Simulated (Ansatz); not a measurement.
TiO$_{2}$ (rutile, P4_2/mnm), r²SCAN (plane waves, PAW; program Ansatz), all energies at zero smearing, with the estimated change up to a 700 eV cutoff added, with one set of potentials and settings (totals compare only within such a set). Cell of 6 atoms (2 Ti, 4 O): -7292.598 eV.

| element | reference phase | E (eV/atom) |
|---|---|---|
| Ti | P6/mmm, 3 atoms in the cell | -2504.3896 |
| O | C2/m, 4 atoms in the cell, spin-polarised | -566.0281 |

Formation energy per atom, worked out: (-7292.598 − 2×(-2504.3896) − 4×(-566.0281))/6 = -3.284 eV/atom (-317 kJ per mol of atoms), at 0 K, without zero-point energy or fitted corrections.

The r²SCAN relaxation kept the symmetry of its start. No spin polarisation was allowed. The references are the lowest solids computed at this level, not always the standard phases (solids in place of the gases).

Potentials: the later of the program's two PAW sets.
